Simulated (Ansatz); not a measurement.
Relaxed Au (fcc, Cu type):

```
CELL_PARAMETERS angstrom
      4.08345     0.00000     0.00000
      0.00000     4.08345     0.00000
      0.00000     0.00000     4.08345
ATOMIC_POSITIONS crystal
  Au 0.00000 0.00000 0.00000
  Au 0.50000 0.50000 0.00000
  Au 0.50000 0.00000 0.50000
  Au 0.00000 0.50000 0.50000
```

In each cell atom 3 (Au, nearest neighbour Au at 2.887 Å; its periodic images, 4.1 Å or more away, move with it) moves by s·(-0.707, -0.707, 0.000) (towards the nearest neighbour), the rest being held.

Calculation: PBEsol (plane waves to 420 eV, PAW, scalar-relativistic; Ansatz, a first-principles code). k mesh 9×9×9 (Γ-centred), Fermi-Dirac smearing 0.05 eV. E stands for the smeared free energy. With partly filled bands, energies and forces of such displacements shift with the k mesh and the smearing. Au was relaxed with its symmetry unable to fall. Spin-orbit coupling is left out, though Au is heavy. ΔE is measured from the undisplaced structure. The last digit holds for this mesh only.

```json
[
 {"s (Å)": "-0.580", "ΔE (meV/cell)": "1621.0"},
 {"s (Å)": "-0.464", "ΔE (meV/cell)": "withheld"},
 {"s (Å)": "-0.348", "ΔE (meV/cell)": "459.7"},
 {"s (Å)": "-0.232", "ΔE (meV/cell)": "189.7"},
 {"s (Å)": "-0.116", "ΔE (meV/cell)": "45.4"},
 {"s (Å)": "0.000", "ΔE (meV/cell)": "0.0"},
 {"s (Å)": "0.116", "ΔE (meV/cell)": "45.4"},
 {"s (Å)": "0.232", "ΔE (meV/cell)": "189.7"},
 {"s (Å)": "0.348", "ΔE (meV/cell)": "459.7"},
 {"s (Å)": "0.464", "ΔE (meV/cell)": "withheld"},
 {"s (Å)": "0.580", "ΔE (meV/cell)": "1621.0"}
]
```

Fit an even polynomial form (powers 2, 4, 6) to the given rows and predict ΔE at s = -0.464.

Least squares on the 9 given rows: ΔE = (3324)·s² + (3588)·s⁴ + (2540)·s⁶, in meV/cell with s in Å; root-mean-square residual 0.04 meV/cell. At -0.464 the fit gives 907.3 meV/cell; the calculation gives 907.4 meV/cell, so the interpolation is off by -0.1 (-0.0 %). The quadratic term alone would give 715.6 meV/cell.

(For displaced atoms, the force is minus the slope of the energy, and its curvature is a force constant, which sets phonon frequencies.)
